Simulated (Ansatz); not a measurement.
**Si2W3 (P4/mbm), clamped-ion strain scan**

Method: DFT PBEsol, scalar-relativistic, plane waves, PAW in Ansatz 0.2.0. Cutoff 420 eV, Γ-centred 6×6×12 k-points, Gaussian smearing of 0.15 eV. Spin–orbit coupling is left out, which can shift energies with elements as heavy as these. No spin polarisation. Energies are free energies at this smearing, counted from the undisturbed cell; pressure is positive in compression.

Zero of the scan (relaxed at this level; it needn't be the usual structure):

```xyz
10
Lattice="6.5824 0.0000 0.0000 0.0000 6.5824 0.0000 0.0000 0.0000 3.2749" Properties=species:S:1:pos:R:3 pbc="T T T"
Si    0.8826    4.1738    0.0000
Si    5.6999    2.4087    0.0000
Si    4.1738    5.6999    0.0000
Si    2.4087    0.8826    0.0000
W     3.2912    3.2912    0.0000
W     0.0000    0.0000    0.0000
W     4.3435    1.0523    1.6375
W     2.2390    5.5302    1.6375
W     1.0523    2.2390    1.6375
W     5.5302    4.3435    1.6375
```

The cell is strained by ε times the Voigt pattern (1, 1, 0, 0, 0, 0) (xx, yy, zz, yz, xz, xy; engineering shear) with fractional coordinates fixed. The cell is metallic on the mesh throughout.

| ε | ΔE (meV/atom) |
| --- | --- |
| -0.0200 | 22.4 |
| -0.0150 | 12.4 |
| -0.0100 | 5.4 |
| -0.0050 | 1.3 |
| 0.0000 | 0.0 |
| 0.0050 | 1.4 |
| 0.0100 | 5.3 |
| 0.0150 | 11.7 |
| 0.0175 | 15.8 |
| 0.0200 | 20.4 |

Question: Predict the stress summed along the pattern (GPa, tension positive) at each point.

Answer:
```csv
ε,"stress summed along the pattern (GPa, tension positive)"
-0.0200,-26.69
-0.0150,-19.45
-0.0100,-12.58
-0.0050,-6.05
0.0000,0.14
0.0050,6.02
0.0100,11.58
0.0150,16.85
0.0175,19.39
0.0200,21.85
```